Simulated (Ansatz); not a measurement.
**Ta: frozen-core PAW against all-electron methods**

```
Ta
1.0
    -1.65128    1.65128    1.65128
     1.65128   -1.65128    1.65128
     1.65128    1.65128   -1.65128
Ta
1
Cartesian
  0.0000 0.0000 0.0000
```

The cell comes from COD entry 1541266, which wasn't checked; take it as a given geometry.

No spin–orbit coupling, which matters for the heavy atoms here.

Levels of theory: DFT, PBEsol, PAW with Ansatz's default frozen-core files, scalar-relativistic (Ansatz 0.2.0); DFT, PBEsol, all-electron LAPW, scalar-relativistic (Ansatz 0.2.0).

For PAW: a Γ-centred 17×17×17 k mesh, Fermi–Dirac smearing of 0.08 eV, cutoff 420 eV, no spin polarisation; the PAW files were made with PBE, and the program remakes their frozen cores for this functional. LAPW targets a basis error of 0.5 meV/atom. The Ansatz runs share mesh, smearing and spin set-up. Plane-wave (PAW) pressures include the program's estimate of the Pulay term.

Stress and pressure are positive in compression.

Levels count from the Fermi level.

PAW results:

```
                      quantity     PAW
                pressure (GPa)   -3.79
highest filled level at Γ (eV)  -7.911
  lowest empty level at Γ (eV)   0.719
highest filled level at H (eV)  -3.814
  lowest empty level at H (eV)   6.844
highest filled level at N (eV)  -1.554
  lowest empty level at N (eV)   1.610
```

(1) What does LAPW (all electrons) give for the same quantities?

Results:

(1) 
| quantity | LAPW |
| --- | --- |
| pressure (GPa) | -3.87 |
| highest filled level at Γ (eV) | -7.912 |
| lowest empty level at Γ (eV) | 0.714 |
| highest filled level at H (eV) | -3.813 |
| lowest empty level at H (eV) | 6.836 |
| highest filled level at N (eV) | -1.557 |
| lowest empty level at N (eV) | 1.615 |
